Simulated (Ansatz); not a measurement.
An ordered 4-atom cell of NaTlS2 on the zincblende lattice (P-4m2), relaxed with r2SCAN. It is tetragonal, P-4m2 (No. 115); a = 4.104 Å, c = 6.639 Å in the conventional setting, 27.96 Å³ an atom. Around Na lie 4 S at 2.73 Å; around S lie 2 Tl at 2.55 Å and 2 Na at 2.73 Å; around Tl lie 4 S at 2.55 Å.

```
Na S Tl
1.0
     4.10449    0.00000    0.00000
     0.00000    4.10449    0.00000
     0.00000    0.00000    6.63894
Na S Tl
1 2 1
Cartesian
  0.0000 0.0000 0.0000
  0.0000 2.0522 1.7983
  2.0522 0.0000 4.8407
  2.0522 2.0522 3.3195
```

The questions ask for values computed with the PAW code Ansatz on this geometry. No magnetic order. The prototype was imposed, so other structures may be more stable.

Given (6×6×4 mesh): The PBE gap is direct at Γ: 0.80 eV.

**Question.** What does LDA give for the gap (6×6×4 mesh)?

**Answer.** LDA gives a direct gap of 0.60 eV at Γ. The gap differs by -0.20 eV from PBE's.

**Question.** How does the gap change from PBE to DDH-PBE0 (4×4×4)?

**Answer.** With DDH-PBE0 the gap is 1.88 eV and direct, at Γ. The share of exact exchange is 0.174. The gap differs by +1.08 eV from PBE's.

**Question.** How does the gap change from PBE to PBE0 (4×4×4)?

**Answer.** PBE0 gives a direct gap of 2.37 eV at Γ. The gap differs by +1.57 eV from PBE's.

**Question.** Estimate the gap with LC-ωPBE on 4×4×4.

**Answer.** LC-ωPBE gives a direct gap of 6.47 eV at Γ. The gap differs by +5.67 eV from PBE's.

**Question.** Order these levels by the gap that they give, smallest first.
A. r2SCAN
B. PBE0
C. PBE
D. LDA
E. DDH-PBE0
F. LC-ωPBE
G. HSE06

**Answer.** D (0.60 eV), C (0.80 eV), A (1.08 eV), G (1.70 eV), E (1.88 eV), B (2.37 eV), F (6.47 eV).

**Question.** What are ε∞ and the Born charges with PBE?

**Answer.** The electronic dielectric tensor ε∞ is 6.4 along x and y, 4.5 along z. Born charges, averaged over directions: Na +1.10, S -2.04, Tl +2.98 e. The program warns that the response isn't settled on this k mesh.

**Question.** Relaxed again with PBEsol, is the cell stable at the zone centre, and where do its optical modes lie?

**Answer.** All optical modes at Γ are real, from 48 to 267 cm⁻¹ without the longitudinal term; this says nothing of other wave vectors. With the long-range field the highest mode reaches 302 cm⁻¹. The program warns that the force constants, and all that is formed from them, aren't settled on this k mesh.

**Question.** Going by these computed values, what does each step up buy?

**Answer.** r2SCAN covers 32 % of the step from PBE to HSE06, while HSE06 needs about 11 times r2SCAN's cost (on a coarser mesh). All these functionals give a gap of the same kind, direct.

The meshes of the hybrids are coarse, so their gaps aren't converged to the digits shown.
